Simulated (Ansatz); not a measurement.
Ansatz input file:

```yaml
crystal:
  lattice:
    - [4.796594, -2.420412, -4.719184]
    - [4.186994, -2.242462, 4.051366]
    - [-1.390906, -6.810094, -0.049228]
  atoms:
    - { symbol: Si, position: [0.7676352114, 0.2126066844, 0.4156143712] }
    - { symbol: Si, position: [0.1910189241, 0.4647040646, 0.2487575105] }
    - { symbol: Si, position: [0.9886106533, 0.2359719905, 0.0446665781] }
    - { symbol: Si, position: [0.7856628125, 0.5746594011, 0.7875694707] }
    - { symbol: Sc, position: [0.156921012, 0.3986969144, 0.6496050915] }
    - { symbol: Sc, position: [0.4987099392, 0.6262173548, 0.3692781014] }
    - { symbol: Sc, position: [0.5942264507, 0.9482946241, 0.974789311] }
    - { symbol: Sc, position: [0.3967146116, 0.6108243319, 0.8639497043] }
    - { symbol: Mn, position: [0.8304006705, 0.9347654084, 0.2323231383], spin: -2.33 }
    - { symbol: Mn, position: [0.0513067037, 0.8910945105, 0.5389952135], spin: -3.81 }
    - { symbol: Mn, position: [0.416081089, 0.1246957213, 0.3697754926], spin: 3.67 }
    - { symbol: Mn, position: [0.1841664492, 0.8686481332, 0.1812299434], spin: 3.01 }
    - { symbol: Ni, position: [0.6485691131, 0.8823203944, 0.5895285738] }
    - { symbol: Ni, position: [0.5226815338, 0.2778088418, 0.6703549966] }
    - { symbol: Ni, position: [0.657036868, 0.3486096399, 0.0902152739], spin: 0.13 }
    - { symbol: Ni, position: [0.3042567038, 0.2367059042, 0.0260269946], spin: 0.21 }
    - { symbol: Rh, position: [0.8698278583, 0.157333939, 0.7693584119] }
    - { symbol: Rh, position: [0.8645502572, 0.545486306, 0.442907037] }
    - { symbol: Rh, position: [0.9874836514, 0.6403916026, 0.0010326411] }
    - { symbol: Rh, position: [0.2633589096, 0.9914023505, 0.7660557241] }
basis:
  ecutwfc: 420
kpoints:
  mp_grid: { grid: [4, 4, 4] }
hamiltonian:
  xc: pbe
scf:
  occupations: { method: gaussian, width: 0.1 }
  lower_state_search: "off"
  n_extra_bands: 16
output:
  forces: true
  stress: true
  eigenvalues: true
  populations: true
  dos:
    method: { smearing: { sigma: 0.1, scheme: gaussian } }
    projected: true
    de: 0.02
magnetization:
  spin_polarized: true
```

Run as
```bash
ansatz run input.yaml --threads 4 --pin off --max-ram 9216MiB --backend cpu --events-out ev --progress --plain --runs-dir out
```

Level of theory: DFT PBE, scalar-relativistic, plane waves, PAW in Ansatz 0.2.0.

Abridged output:

```
Warning: the band count 146 (scf.n_extra_bands) hosts the net moment |M| = 0.8800 μB (N_el = 260) but caps the reachable moment at 2·n_bands − N_el = 32.0000 μB, below the 164 bands that the automatic rule leaves for it — a moment growing past the seed, or the majority channel's smearing tail, pins there with fewer empty majority states than that count leaves; raise or omit scf.n_extra_bands unless the cap is intended
scf.n_extra_bands = 16 over 130 filled bands (N_el = 260.0): the run solves 146 bands
Pseudopotentials: kind: paw
Pseudopotential: Si, paw, valence charge 4, recommended cutoff 420 eV (normal)
Pseudopotential: Sc, paw, valence charge 11, recommended cutoff 420 eV (normal)
Pseudopotential: Mn, paw, valence charge 15, recommended cutoff 420 eV (normal)
Pseudopotential: Ni, paw, valence charge 18, recommended cutoff 420 eV (normal)
Pseudopotential: Rh, paw, valence charge 17, recommended cutoff 420 eV (normal)
Functional definition: PBE
Crystal: 20 atoms, lattice volume = 295.290 Å³
Basis set: ecut = 420 eV, 5785 PW (Γ), exchange–correlation on 96×90×96 points (8 copies of the dense FFT grid, shifted against one another)
Bands: 146, of which v1, the nominal top of the filled ones, is band 130 counted from 1 (129 counted from 0)
Symmetry: 1 space group operations
Space group: P1 (ITA 1), of the structure as read, at distance tolerance 6.7e-5 Å
Magnetic group: BNS 1.1 (UNI 1), of the structure as read, at distance tolerance 6.7e-5 Å
k-points: 36 of 64 (time reversal used)
Initial density: superposition of atomic densities (chi_scale 0.1, normalization cell, long waves kept (reshape's long-wave potential 0.11 eV rms))
Starting moments: Σ|m| = 13.16 μB on 6 of 20 sites
Initial wavefunctions: pseudopotential atomic-orbital guess
Functional: x = pbe(κ = 0.804, μ = 0.21951497), c = pbe(β = 0.06672455)
SCF iter   1: F=—  HF=-75739.082185 eV  |F-HF|=—  |Δ(HF+E_count)|=         —  Δρ=2.35e-1 (↑2.06e-1 ↓2.35e-1) dr2=1.41e3  dr2_m=8.90e0  M=-1.609 μB ∫|m|=8.484 μB  β_m=0.30  ethr=3.10e-3  ⟨swp⟩=5.9  Hψ=37108  notcnv=0
spin=Collinear: Kerker preconditioning applied to the charge; magnetization (m = ρ↑ − ρ↓) channel mixes plain (no charge-response kernel on spin).
SCF iter   2: F=—  HF=-75679.328203 eV  |F-HF|=—  |Δ(HF+E_count)|=    5.98e1  Δρ=1.67e-1 (↑1.67e-1 ↓1.22e-1) dr2=2.75e2  dr2_m=7.20e0  M=-1.185 μB ∫|m|=8.366 μB  β_m=0.30  ethr=3.10e-3  ⟨swp⟩=5.8  Hψ=28928  notcnv=0  defer=383
SCF iter   3: F=—  HF=-75665.087118 eV  |F-HF|=—  |Δ(HF+E_count)|=    1.42e1  Δρ=7.88e-2 (↑7.29e-2 ↓7.88e-2) dr2=1.05e2  dr2_m=8.89e-1  M=-0.525 μB ∫|m|=9.417 μB  β_m=0.30  ethr=3.10e-3  ⟨swp⟩=4.0  Hψ=25156  notcnv=0  defer=446
SCF iter   4: F=—  HF=-75661.717136 eV  |F-HF|=—  |Δ(HF+E_count)|=    3.37e0  Δρ=3.98e-2 (↑3.38e-2 ↓3.98e-2) dr2=2.21e1  dr2_m=4.14e-1  M=-0.058 μB ∫|m|=11.282 μB  β_m=0.30  ethr=3.10e-3  ⟨swp⟩=3.8  Hψ=21268  notcnv=0  defer=412
SCF iter   5: F=—  HF=-75661.140825 eV  |F-HF|=—  |Δ(HF+E_count)|=   5.76e-1  Δρ=4.25e-2 (↑4.25e-2 ↓3.95e-2) dr2=2.25e1  dr2_m=5.32e-1  M=0.570 μB ∫|m|=11.419 μB  β_m=0.30  ethr=3.10e-3  ⟨swp⟩=4.3  Hψ=23411  notcnv=0  defer=410
SCF iter   6: F=—  HF=-75660.587512 eV  |F-HF|=—  |Δ(HF+E_count)|=   5.53e-1  Δρ=3.88e-2 (↑3.88e-2 ↓2.92e-2) dr2=2.09e1  dr2_m=1.67e-1  M=-0.251 μB ∫|m|=11.518 μB  β_m=1.00  ethr=3.10e-3  ⟨swp⟩=3.6  Hψ=20362  notcnv=0  defer=415
SCF iter   7: F=—  HF=-75659.888979 eV  |F-HF|=—  |Δ(HF+E_count)|=   6.99e-1  Δρ=1.85e-2 (↑1.72e-2 ↓1.85e-2) dr2=3.38e0  dr2_m=4.14e-1  M=0.444 μB ∫|m|=12.347 μB  β_m=1.00  ethr=3.10e-3  ⟨swp⟩=3.6  Hψ=14854  notcnv=0  defer=401
SCF iter   8: F=—  HF=-75659.775382 eV  |F-HF|=—  |Δ(HF+E_count)|=   1.14e-1  Δρ=1.20e-2 (↑1.12e-2 ↓1.20e-2) dr2=1.41e0  dr2_m=6.35e-2  M=0.758 μB ∫|m|=12.764 μB  β_m=0.30  ethr=1.30e-3  ⟨swp⟩=2.8  Hψ=13017  notcnv=0  defer=401
SCF iter   9: F=—  HF=-75659.783043 eV  |F-HF|=—  |Δ(HF+E_count)|=   7.66e-3  Δρ=8.26e-3 (↑7.09e-3 ↓8.26e-3) dr2=3.54e-1  dr2_m=8.71e-2  M=0.852 μB ∫|m|=12.974 μB  β_m=0.30  ethr=5.42e-4  ⟨swp⟩=3.2  Hψ=13125  notcnv=0  defer=389
SCF iter  10: F=—  HF=-75659.814247 eV  |F-HF|=—  |Δ(HF+E_count)|=   3.12e-2  Δρ=6.60e-3 (↑5.80e-3 ↓6.60e-3) dr2=1.18e-1  dr2_m=8.13e-2  M=0.881 μB ∫|m|=13.114 μB  β_m=0.30  ethr=1.36e-4  ⟨swp⟩=2.2  Hψ=13611  notcnv=0  defer=386
   ...
SCF iter  28: F=—  HF=-75659.906511 eV  |F-HF|=—  |Δ(HF+E_count)|=   3.15e-4  Δρ=1.45e-4 (↑1.41e-4 ↓1.45e-4) dr2=2.26e-4  dr2_m=2.96e-6  M=0.857 μB ∫|m|=14.268 μB  β_m=0.62  ethr=2.29e-8  ⟨swp⟩=2.0  Hψ=18766  notcnv=0  defer=390
SCF iter  29: F=—  HF=-75659.906510 eV  |F-HF|=—  |Δ(HF+E_count)|=   1.17e-6  Δρ=1.43e-4 (↑1.29e-4 ↓1.43e-4) dr2=1.95e-4  dr2_m=2.50e-6  M=0.857 μB ∫|m|=14.268 μB  β_m=0.47  ethr=2.29e-8  ⟨swp⟩=2.0  Hψ=19038  notcnv=0  defer=390
SCF iter  30: F=—  HF=-75659.906503 eV  |F-HF|=—  |Δ(HF+E_count)|=   6.87e-6  Δρ=8.00e-5 (↑7.72e-5 ↓8.00e-5) dr2=6.92e-5  dr2_m=1.27e-6  M=0.855 μB ∫|m|=14.268 μB  β_m=0.35  ethr=2.29e-8  ⟨swp⟩=2.0  Hψ=18325  notcnv=0  defer=390
SCF iter  31: F=—  HF=-75659.906499 eV  |F-HF|=—  |Δ(HF+E_count)|=   4.16e-6  Δρ=2.53e-5 (↑2.53e-5 ↓2.21e-5) dr2=2.85e-6  dr2_m=8.70e-7  M=0.854 μB ∫|m|=14.268 μB  β_m=0.46  ethr=2.29e-8  ⟨swp⟩=2.0  Hψ=11828  notcnv=0  defer=390
SCF iter  32: F=—  HF=-75659.906499 eV  |F-HF|=—  |Δ(HF+E_count)|=   3.28e-7  Δρ=2.26e-5 (↑2.07e-5 ↓2.26e-5) dr2=5.93e-6  dr2_m=2.53e-7  M=0.854 μB ∫|m|=14.267 μB  β_m=0.46  ethr=1.10e-9  ⟨swp⟩=2.0  Hψ=17192  notcnv=0  defer=390
SCF iter  33: F=—  HF=-75659.906499 eV  |F-HF|=—  |Δ(HF+E_count)|=   2.48e-7  Δρ=2.98e-5 (↑2.98e-5 ↓2.73e-5) dr2=8.80e-6  dr2_m=2.67e-7  M=0.853 μB ∫|m|=14.267 μB  β_m=0.38  ethr=1.10e-9  ⟨swp⟩=2.0  Hψ=17213  notcnv=0  defer=390
SCF iter  34: F=—  HF=-75659.906499 eV  |F-HF|=—  |Δ(HF+E_count)|=   1.92e-8  Δρ=2.19e-5 (↑2.19e-5 ↓1.96e-5) dr2=4.77e-6  dr2_m=1.19e-7  M=0.853 μB ∫|m|=14.267 μB  β_m=0.34  ethr=1.10e-9  ⟨swp⟩=2.0  Hψ=12395  notcnv=0  defer=390
SCF iter  35: F=—  HF=-75659.906499 eV  |F-HF|=—  |Δ(HF+E_count)|=   5.49e-8  Δρ=1.52e-5 (↑1.28e-5 ↓1.52e-5) dr2=1.75e-6  dr2_m=5.83e-8  M=0.853 μB ∫|m|=14.267 μB  β_m=0.27  ethr=1.10e-9  ⟨swp⟩=2.0  Hψ=18633  notcnv=0  defer=390
SCF iter  36: F=—  HF=-75659.906499 eV  |F-HF|=—  |Δ(HF+E_count)|=   8.18e-8  Δρ=5.77e-6 (↑5.77e-6 ↓4.59e-6) dr2=2.48e-7  dr2_m=1.94e-8  M=0.853 μB ∫|m|=14.267 μB  β_m=0.26  ethr=6.73e-10  ⟨swp⟩=2.0  Hψ=13340  notcnv=0  defer=390
SCF iter  37: F=-75659.906499 eV  HF=-75659.906499 eV  |F-HF|=7.15e-8  |Δ(HF+E_count)|=   8.44e-9  Δρ=3.43e-6 (↑3.02e-6 ↓3.43e-6) dr2=8.35e-8  dr2_m=1.03e-8  M=0.853 μB ∫|m|=14.267 μB  ethr=3.85e-11  ⟨swp⟩=9.1  Hψ=43492  notcnv=0
SCF 1 converged in 37 iterations: F = -75659.906499 eV  dr2 = 8.35e-8
SCF converged after 37 iterations
Magnetization: 0.8529 μB (130.4264 up, 129.5736 down)
Absolute magnetization: 14.2955 μB (∫|ρ↑−ρ↓|, with the PAW one-centre terms)
Spin contamination: 6.6504 ħ² per cell (⟨S²⟩ above its minimum at these occupations)
Per-site moments (μB) at R_I (Å): [(0.02898800, 0.94234491), (-0.04982627, 0.93893147), (0.01260676, 0.92202493), (0.01761053, 0.96071069), (-0.00566450, 1.05306508), (-0.07469726, 1.10975699), (-0.04576362, 1.04607467), (0.01060790, 1.00548416), (-1.99301577, 0.95153338), (-3.45028794, 1.03223269), (3.33846181, 1.06062316), (2.78100822, 1.01473029), (0.00451542, 0.96071069), (0.10430102, 0.94234491), (0.13690563, 0.97010029), (0.19369718, 0.92202493), (-0.04819770, 0.99353817), (0.00123472, 0.96461941), (0.01166810, 0.98890937), (0.07725262, 1.00548416)]
Free energy (F): -75659.906499 eV
Harris-Foulkes:  -75659.906499 eV  (|F-HF|=7.15e-8)
Internal energy: -75659.837081 eV  (E = F + TS)
E sigma→0 (E₀):  -75659.871790 eV
Entropy (-TS):   -0.069418 eV (-3.471 meV/atom)
Fermi energy:    14.905224 eV
--- Per-component energies (eV) ---
  E_band       = -3450.558919
  E_kinetic    = 5872.423065
  E_local      = -38009.266465  (includes V_loc(G=0)·N_el)
  E_nonlocal   = 5375.239976
  E_hartree    = 15520.071198
  E_xc         = -2328.515641
  E_vxc        = -2849.206409  (∫ρ·V_xc dr)
  E_paw        = -31954.504160  (= ΣΔE_a)
  E_vpaw       = -4879.859327  (= ΣTr[D̂ρ^β])
  E_aug_tail   = 0.005591  (compensation charges beyond the density's cutoff)
  E_ewald      = -30135.290644
  E_smearing   = -0.069418  (= −TS)
--- Forces (eV/Å), atoms counted from 1 ---
  atom   1  Si    -0.01620357     0.07130106    -0.03656702
  atom   2  Si     0.02697180    -0.03871984    -0.02681278
  atom   3  Si    -0.05406209    -0.01894956     0.00087367
  atom   4  Si    -0.01530559     0.00452775     0.00508169
  atom   5  Sc     0.01697961    -0.02134305    -0.00975260
  atom   6  Sc     0.01029014    -0.00519608     0.00026525
  atom   7  Sc    -0.02803079     0.00730935     0.00106663
  atom   8  Sc    -0.01970304     0.06319239     0.03751116
  atom   9  Mn     0.06493709    -0.07254973     0.05707197
  atom  10  Mn     0.01510520     0.01415541    -0.02406124
  atom  11  Mn     0.00767620    -0.01361355     0.00007774
  atom  12  Mn    -0.01878827    -0.01762326     0.02585016
  atom  13  Ni    -0.06082966     0.02282655    -0.02390986
  atom  14  Ni    -0.00502024    -0.01179819     0.02331465
  atom  15  Ni     0.00158700    -0.01666112    -0.03129064
  atom  16  Ni    -0.04247096     0.02945547    -0.00832704
  atom  17  Rh    -0.01081667    -0.00545872    -0.03814781
  atom  18  Rh     0.07253091    -0.04744082     0.02875512
  atom  19  Rh    -0.01016208     0.02734307     0.03955553
  atom  20  Rh     0.06534299     0.02922258    -0.02063616
--- Stress (GPa, compression-positive) ---
        0.129935       0.006886      -0.250266
        0.006884      -0.049399       0.034707
       -0.250267       0.034708       0.081619
  P = ⅓ Tr σ = 0.0541 GPa (0.541 kbar)
--- Band table (eV; the first three rows and the last of 72) ---
  k-point 0 ↑: bands = ["-88.6458", "-88.3361", "-88.3253", "-88.2858", "-66.0559", "-65.7355", "-63.6702", "-63.4733", "-63.4508", "-63.4492", "-62.9190", "-62.4516", "-49.1217", "-49.0632", "-48.9561", "-48.8743", "-48.8382", "-48.8141", "-48.7549", "-48.7341", "-48.6408", "-48.6193", "-48.6131", "-48.5626", "-34.8551", "-34.7673", "-34.7407", "-34.5879", "-34.5518", "-34.4546", "-34.4047", "-34.2207", "-34.1668", "-34.0803", "-31.8525", "-31.7633", "-31.6578", "-31.6292", "-31.5755", "-31.5341", "-31.5096", "-31.5064", "-31.4897", "-31.4341", "-31.3846", "-31.3706", "-31.3534", "-31.2965", "-31.2374", "-31.2054", "-31.1981", "-31.1771", "-13.2784", "-13.1801", "-13.1731", "-12.9974", "-12 ...
  k-point 1 ↑: bands = ["-88.6458", "-88.3361", "-88.3253", "-88.2858", "-66.0559", "-65.7355", "-63.6702", "-63.4733", "-63.4508", "-63.4492", "-62.9190", "-62.4516", "-49.1217", "-49.0632", "-48.9561", "-48.8743", "-48.8382", "-48.8141", "-48.7549", "-48.7341", "-48.6408", "-48.6193", "-48.6131", "-48.5626", "-34.8551", "-34.7673", "-34.7407", "-34.5879", "-34.5518", "-34.4546", "-34.4048", "-34.2207", "-34.1668", "-34.0803", "-31.8529", "-31.7632", "-31.6579", "-31.6293", "-31.5752", "-31.5331", "-31.5098", "-31.5063", "-31.4894", "-31.4340", "-31.3851", "-31.3703", "-31.3545", "-31.2961", "-31.2376", "-31.2053", "-31.1982", "-31.1772", "-13.2768", "-13.1793", "-13.1720", "-13.0023", "-12 ...
  k-point 2 ↑: bands = ["-88.6458", "-88.3361", "-88.3253", "-88.2858", "-66.0559", "-65.7355", "-63.6702", "-63.4733", "-63.4508", "-63.4491", "-62.9190", "-62.4516", "-49.1217", "-49.0632", "-48.9561", "-48.8743", "-48.8382", "-48.8141", "-48.7549", "-48.7341", "-48.6408", "-48.6193", "-48.6131", "-48.5626", "-34.8551", "-34.7673", "-34.7407", "-34.5879", "-34.5517", "-34.4546", "-34.4048", "-34.2207", "-34.1669", "-34.0802", "-31.8532", "-31.7631", "-31.6581", "-31.6294", "-31.5749", "-31.5320", "-31.5100", "-31.5062", "-31.4891", "-31.4338", "-31.3857", "-31.3699", "-31.3556", "-31.2957", "-31.2377", "-31.2051", "-31.1984", "-31.1772", "-13.2752", "-13.1787", "-13.1706", "-13.0068", "-12 ...
  k-point 35 ↓: bands = ["-88.3927", "-88.2839", "-88.2030", "-88.1507", "-66.2741", "-65.1840", "-63.6703", "-63.4959", "-63.4396", "-63.4064", "-62.6438", "-62.3892", "-48.8594", "-48.8521", "-48.8513", "-48.7062", "-48.6851", "-48.6602", "-48.6524", "-48.6367", "-48.5588", "-48.5507", "-48.4831", "-48.4579", "-35.1153", "-34.9886", "-34.9284", "-34.6189", "-34.2272", "-34.2152", "-34.0709", "-34.0684", "-33.9981", "-33.7733", "-31.6266", "-31.6105", "-31.5769", "-31.5209", "-31.5199", "-31.4950", "-31.4769", "-31.4453", "-31.4313", "-31.3885", "-31.3566", "-31.3460", "-31.2766", "-31.2496", "-31.2414", "-31.1785", "-31.1523", "-31.1333", "-13.3383", "-13.2611", "-13.2327", "-13.0083", "-1 ...
--- Löwdin populations: 20 sites ---
  site symbol q [e]    m [muB]
     0     Si      4.4292     0.0678
     1     Si      4.4934    -0.1016
     2     Si      4.2333     0.0348
     3     Si      4.4173     0.0522
     4     Sc     10.6461    -0.0045
     5     Sc     10.6507    -0.1319
     6     Sc     10.7430    -0.0938
     7     Sc     10.7226     0.0149
     8     Mn     14.7227    -2.2409
     9     Mn     14.4004    -3.7842
    10     Mn     14.4434     3.6025
    11     Mn     14.5714     3.0451
    12     Ni     17.6554    -0.0016
    13     Ni     17.6895     0.0998
    14     Ni     17.6448     0.1218
    15     Ni     17.6897     0.1710
    16     Rh     17.0764    -0.0499
    17     Rh     17.0441     0.0053
    18     Rh     17.0620     0.0109
    19     Rh     17.1957     0.0794
  spilling = 0.009496 (of n_electrons = 260.000000)
```

Self-consistency was reached.

Time: 7.4 min on 4 threads of Arm Neoverse V1 (shared host), peak memory 2.6 GiB.

The k mesh is coarse.